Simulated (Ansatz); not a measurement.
Total density of states per atom from the program Ansatz at the r²SCAN level (PAW), in 0.25 eV bins, energy from the valence-band maximum:

(E (eV), states/eV/atom): (-7.85, 0.00); (-7.60, 0.00); (-7.35, 0.00); (-7.10, 0.00); (-6.85, 0.00); (-6.60, 0.00); (-6.35, 0.00); (-6.10, 0.00); (-5.85, 0.03); (-5.60, 0.13); (-5.35, 0.21); (-5.10, 0.28); (-4.85, 0.45); (-4.60, 0.94); (-4.35, 0.75); (-4.10, 0.33); (-3.85, 0.18); (-3.60, 0.21); (-3.35, 0.34); (-3.10, 0.36); (-2.85, 0.38); (-2.60, 0.40); (-2.35, 0.47); (-2.10, 0.55); (-1.85, 0.73); (-1.60, 0.81); (-1.35, 0.83); (-1.10, 0.85); (-0.85, 0.89); (-0.60, 0.94); (-0.35, 0.62); (-0.10, 0.31); (0.15, 0.00); (0.40, 0.00); (0.65, 0.00); (0.90, 0.00); (1.15, 0.00); (1.40, 0.00); (1.65, 0.00); (1.90, 0.00); (2.15, 0.00); (2.40, 0.00); (2.65, 0.00); (2.90, 0.00); (3.15, 0.00); (3.40, 0.00); (3.65, 0.00); (3.90, 0.00); (4.15, 0.02); (4.40, 0.04); (4.65, 0.05); (4.90, 0.07); (5.15, 0.09); (5.40, 0.11); (5.65, 0.13); (5.90, 0.16); (6.15, 0.19); (6.40, 0.24); (6.65, 0.32); (6.90, 0.38); (7.15, 0.37); (7.40, 0.35); (7.65, 0.34); (7.90, 0.33); (8.15, 0.34); (8.40, 0.33); (8.65, 0.16)

Q: Pick the material that matches.
A) CuI, zinc blende
B) YN, P6_3/mmc (Y on 2c, N on 2d)
C) AlN, zinc blende
D) CaAl2Ge2, P-3m1 (Ca on 1a, Al on 2d, Ge on 2d)

A: C, AlN, zinc blende. Top 1 eV of the valence band: N 2p 90 %, Al 3p 7 %. Bottom 1 eV of the conduction band: Al 3p 63 %, N 2s 16 %, N 2p 6 %, outside the projected shells 15 %. Projections are on Löwdin-orthogonalised atomic valence shells; empty p or d shells of many metals are not among them.

Space group F-43m (zinc blende). The cell was relaxed with r²SCAN under the symmetry of its start.

Potentials: the later of the program's two PAW sets.
